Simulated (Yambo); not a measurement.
A G0W0@PBE run in Yambo for SnO$_{2}$ (rutile, space group P4_2/mnm, No. 136) (2×2×4 Γ-centred k mesh, bands 9 to 227 and a 12 Ry block in the screening, 227 bands in G with the Bruneval-Gonze terminator, plasmon pole fitted at 27.2 eV) gives these matrix elements, in eV, at the band edges (Γ → Γ):

```json
[
 {"state": "valence edge", "E0": "0.000", "<Vxc>": "-20.315", "<Σx>": "-26.186", "<Σc(E0)>": "4.955", "Z": "0.779"},
 {"state": "conduction edge", "E0": "1.029", "<Vxc>": "-16.441", "<Σx>": "-12.388", "<Σc(E0)>": "-3.263", "Z": "0.831"}
]
```

Q: Solve the linearised quasiparticle equation for both states, give the gap, and say how exchange and correlation each act on it.

A: E = E0 + Z(Σx + Σc − Vxc). Valence: 0.000 + 0.779 × (-26.186 + (4.955) − (-20.315)) = -0.71 eV. Conduction: 1.029 + 0.831 × (-12.388 + (-3.263) − (-16.441)) = 1.69 eV. The gap is 2.40 eV, against 1.03 eV in PBE. Replacing Vxc by bare exchange alone would open it by 9.92 eV; correlation takes back 8.22 eV of that, and Z scales what is left. Nearest settings tried, and what they do to the gap: 130 bands in G: +11 meV; 130 bands in W, 130 bands in G: +53 meV; 7 Ry block (177 vectors against 331): -113 meV. Not varied: mesh. So the settings aren't converged at that level. The k mesh is coarse. Spin-orbit splittings are left out.

Geometry relaxed with PBEsol; primitive cell a = 4.766 Å, b = 4.766 Å, c = 3.212 Å, α = 90.00°, β = 90.00°, γ = 90.00°.

The potentials are those of PseudoDojo's stringent table.
